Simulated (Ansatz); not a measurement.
## AlN (F-43m), an elastic constant from a strain scan

Theory: DFT r2SCAN, scalar-relativistic, plane waves, PAW (Ansatz). Settings: plane waves to 500 eV, k-mesh 10×10×10 (Γ-centred), Gaussian smearing 0.05 eV. No spin polarisation. Energies are free energies at this smearing, counted from the undisturbed cell; pressure is positive in compression.

The starting cell (relaxed at this level; this zinc-blende form isn't the usual structure):

```
Al N
1.0
     0.00000    2.18490    2.18490
     2.18490    0.00000    2.18490
     2.18490    2.18490    0.00000
Al N
1 1
Direct
  0.00000 0.00000 0.00000
  0.75000 0.75000 0.75000
```

The cell is strained by ε times the Voigt pattern (0, 0, 0, 1, 0, 0) (xx, yy, zz, yz, xz, xy; engineering shear) with fractional coordinates fixed. The cell holds 2 atoms in V0 = 20.86 Å³. The stress column is τ = (1/V0) dE/dε, got from the stress tensor σ (compression positive) at each point as −det(1 + εP) σ : P(1 + εP)⁻¹, with P the pattern as a tensor.

| ε | ΔE (meV/atom) | τ (GPa) |
| --- | --- | --- |
| -0.0175 | 2.340 | -4.106 |
| -0.0150 | 1.719 | -3.518 |
| -0.0125 | 1.195 | -2.932 |
| -0.0100 | 0.764 | -2.345 |
| -0.0075 | 0.430 | -1.759 |
| -0.0050 | 0.192 | -1.172 |
| -0.0025 | 0.049 | -0.586 |
| 0.0000 | 0.000 | 0.000 |
| 0.0025 | 0.049 | 0.586 |
| 0.0050 | 0.192 | 1.172 |
| 0.0075 | 0.430 | 1.759 |
| 0.0100 | 0.764 | 2.345 |
| 0.0125 | 1.195 | 2.932 |
| 0.0150 | 1.719 | 3.518 |
| 0.0175 | 2.340 | 4.106 |
| 0.0200 | ? | ? |

**Question.** Which combination of elastic constants does this scan measure, and how large is it?

**Answer.** For small ε, τ = τ0 + Kε with K = pᵀCp, which for this pattern is C44 in the cubic axes. The parabola through τ at ε = -0.0025, 0 and 0.0025 has slope K = 234 GPa at zero. The energies per cell, E = NΔE, of the wider pair ε = ±0.0175 give K = 2[E(ε₊)/ε₊ − E(ε₋)/ε₋]/[(ε₊ − ε₋)V0] = 235 GPa, in agreement. These are clamped-ion values.

**Question.** Predict the withheld row at ε = 0.0200 from the harmonic law, and compare.

**Answer.** ΔE = V0(τ0 ε + Kε²/2)/N = 3.053 meV/atom and τ = 4.69 GPa. The calculation gives 3.056 meV/atom and 4.69 GPa, a miss of 0.01 meV/atom at most, so the harmonic law still holds here.

Forces appear on the atoms along this scan, and letting them relax would lower the energy and soften the response.